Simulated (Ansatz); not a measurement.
Starting cell, SiO$_{2}$ (rutile):

```yaml
crystal:
  lattice:
    - [4.23588, 0.00000, 0.00000]
    - [0.00000, 4.23588, 0.00000]
    - [0.00000, 0.00000, 2.68991]
  atoms:
    - { symbol: Si, position: [0.50000, 0.50000, 0.50000] }
    - { symbol: Si, position: [0.00000, 0.00000, 0.00000] }
    - { symbol: O, position: [0.80699, 0.80699, 0.50000] }
    - { symbol: O, position: [0.30699, 0.69301, 0.00000] }
    - { symbol: O, position: [0.69301, 0.30699, 0.00000] }
    - { symbol: O, position: [0.19301, 0.19301, 0.50000] }
```

A phonon eigenvector at Γ is frozen into this cell: atom i moves by Q times the vector below, so Q is the largest atomic displacement, in Å. The cell is held.

```csv
atom,x,y,z
Si1,0.000,0.000,0.495
Si2,0.000,0.000,-0.495
O3,0.000,0.000,1.000
O4,0.000,0.000,-1.000
O5,0.000,0.000,-1.000
O6,0.000,0.000,1.000
```

Method: PBE (plane waves to 420 eV, PAW, scalar-relativistic; Ansatz, a quantum-chemistry and plane-wave program). k mesh 8×8×12 (Γ-centred), Fermi-Dirac smearing 0.05 eV. Compression counts positive. SiO2 was relaxed with its symmetry unable to fall. The PAW data are Ansatz's earlier set. 

```csv
Q (Å),P (GPa)
-0.180,___
-0.150,16.4
-0.120,10.5
-0.090,5.9
-0.060,___
-0.030,0.6
0.000,0.0
0.030,0.6
0.060,___
0.090,5.9
0.120,10.5
0.150,16.4
0.180,___
```

**Question.** Complete the blanks.

**Answer.** 
- -0.180, P (GPa): 23.7
- -0.060, P (GPa): 2.6
- 0.060, P (GPa): 2.6
- 0.180, P (GPa): 23.7

(A displaced cell: forces are minus the slopes of the energy, force constants its curvatures, and phonons follow from these.)
